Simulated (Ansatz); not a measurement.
GaN (zinc blende, F-43m), DFT-LDA in the program Ansatz with PAW potentials: ε∞ = 5.76, cell volume 22.11 Å³. Infrared-active transverse modes:

| ω_TO (cm⁻¹) | oscillator strength S_xx (e²/amu) |
|---|---|
| 552.5 | 0.5940 |

Compute the static dielectric constant.

Each mode adds (4.921e7/V) S/ω²: 4.33. So ε0 = 10.1.

What LO frequency does the Lyddane–Sachs–Teller relation give?

ω_LO = ω_TO √(ε0/ε∞) = 731 cm⁻¹.

The cell was relaxed with LDA under the symmetry of its start. Spin–orbit coupling is left out wherever it is not named.

Potentials: the earlier of the program's two PAW sets. The files were generated under PBE; for other functionals the program regenerates the frozen cores, and for LDA and PBEsol the local potential too.
